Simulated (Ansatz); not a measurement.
Candidates compared on computed values. An acoustic mirror alternates quarter-wave layers of high and low impedance; the larger the ratio, the fewer layers.

The yardstick is bcc W. Each row is paired with the reference. Frequency 5 GHz, 3 pairs, polycrystalline averages.

Methods, by column (Ansatz, a plane-wave PAW program): density: r²SCAN, relaxed cell; longitudinal speed: r²SCAN, elastic tensor, Hill average.

Runs started from generated or typed cells of the structure named: GaSb; CoSi2; bcc W; CdS; InAs; 3C-SiC; CdSe. Magnetic at some levels of our runs and not at others: VSi2. Run without spin polarisation: VSi2, CoSi2. Spin–orbit coupling is left out unless named.

Definitions used: Z = ρ v_l; layer = v_l/4f; ratio = larger Z over smaller Z; isolation ≈ 20 × 3 × log₁₀(ratio), up to a constant set by the substrate.

```tsv
crystal	density (g/cm³)	v_l (km/s)	impedance (MRayl)	quarter wave (nm)	impedance ratio	isolation (dB)
GaSb (zinc blende)	5.52	4.26	23.52	213	4.310	38
VSi2 (P6₂22)	4.75	9.25	43.94	463	2.307	22
CoSi2 (Fm-3m)	5.09	7.70	39.19	385	2.587	25
bcc W, reference	19.20	5.28	101.38	264	1.000	0
CdS (zinc blende)	4.73	4.20	19.87	210	5.102	42
InAs (zinc blende)	5.53	4.17	39.20	209	2.586	25
3C-SiC	3.22	12.44	40.06	622	2.531	24
CdSe (zinc blende)	5.51	3.61	19.89	181	5.097	42
```

Problem. Check the column «impedance (MRayl)» against the rules: one row is wrong, and what depends on it inherits the slip. Find and correct it.

Solution. The row of InAs shows 39.20. From its own inputs, Z = 5.53 × 4.17 = 23.06 MRayl. Carried on: impedance ratio: larger of 23.06/101.38 and its inverse = 4.396; isolation: 20 × 3 × log₁₀(4.396) = 39 dB. The other rows agree with the rules.

With the correction: In order of impedance ratio, highest first: CdS (5.102 ± 0.16) ≈ CdSe (5.097 ± 0.16), InAs (4.396 ± 0.14) ≈ GaSb (4.310 ± 0.14), CoSi2 (2.587 ± 0.082) ≈ 3C-SiC (2.531 ± 0.080), VSi2 (2.307 ± 0.073). The ± follows from allowances picked for this note (density 1 %, longitudinal speed 3 %), carried to first order and added in quadrature, each row's own inputs moving alone; ≈ joins neighbours closer than their two ± added in quadrature.

Sputtered films are textured or amorphous and softer than these crystals; shear waves need a mirror of their own. Where several phases of a formula are at hand, those over 0.1 eV/atom above the lowest were not drawn (by r²SCAN where it compared them, else by the largest value; a layered or molecular lowest phase counts only with a dispersion term); other phases could lie lower still. Rows are a sample by related chemistry or structure, familiar materials first, kept where one row at least reaches a ratio of 2.5. Limits of the draw: impedance over 8 MRayl; for moduli and speeds, an anisotropy index under 2.5, no layered crystals; no unfamiliar magnets, and cubic perovskites only if shown or known to be stable. As a rule kept out of such tables: 4f compounds, open-shell compounds run without a Hubbard term, cells found unstable in the tests at hand, cells close to a higher symmetry, and runs set to a pressure or over 12 % in volume from the crystal's fullest run.
